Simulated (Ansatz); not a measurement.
NaCl (rock salt, Fm-3m), a = b = c = 5.6019 Å, α = β = γ = 90.00°; the cell used has 2 atoms.

This is the PBEsol-relaxed structure.

All from DFT-PBEsol in the program Ansatz with PAW potentials, unless another level is named. Give the electronic dielectric constant ε∞ (DFPT).

2.56.

And the Born charges (a third of the trace)?

Na +1.09, Cl -1.09 e.

Next, the static dielectric constant ε0 (ions relaxed, cell fixed)?

6.02.

Symmetry was held in the PBEsol relaxation.

Potentials: the earlier of the program's two PAW sets. The files were generated under PBE; for other functionals the program regenerates the frozen cores, and for LDA and PBEsol the local potential too.
